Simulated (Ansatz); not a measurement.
This cell of MgO (rock salt) is off equilibrium:

```xyz
4
Lattice="0.0000 4.2537 4.2537 2.1269 0.0000 2.1269 2.1269 2.1269 0.0000" Properties=species:S:1:pos:R:3 pbc="T T T"
O      0.0000     0.0000     0.0000
O      0.0000     2.1269     2.1269
Mg     1.9549     2.1269     2.1269
Mg     2.1269     4.2537     4.2537
```

These are PBE (plane waves to 420 eV, PAW, scalar-relativistic; Ansatz, a quantum-chemistry and plane-wave program) values and carry that method's errors. k mesh 11×11×11 (Γ-centred), Fermi-Dirac smearing 0.05 eV. The energy includes the smearing's −TS. Stress and pressure are positive under compression. MgO was relaxed with its symmetry unable to fall.

### Question
Predict the force on every atom, in eV/Å.

### Answer
```json
[
 {"atom": "O1", "Fx": "-0.195", "Fy": "0.006", "Fz": "0.006"},
 {"atom": "O2", "Fx": "-0.795", "Fy": "-0.007", "Fz": "-0.007"},
 {"atom": "Mg3", "Fx": "1.636", "Fy": "-0.542", "Fz": "-0.542"},
 {"atom": "Mg4", "Fx": "-0.646", "Fy": "0.542", "Fz": "0.542"}
]
```

### Question
What is the stress tensor (GPa)?

### Answer
```
    4.5     -0.1     -0.1
   -0.1     -0.1     -0.3
   -0.1     -0.3     -0.1
```
The pressure, a third of the trace, is 1.5 GPa.

### Question
In it atom 3 sits (-0.172, 0.000, 0.000) Å away from its relaxed site. What is its energy relative to the relaxed cell?

### Answer
133 meV/cell.

(For displaced atoms, the force is minus the slope of the energy, and its curvature is a force constant, which sets phonon frequencies.)
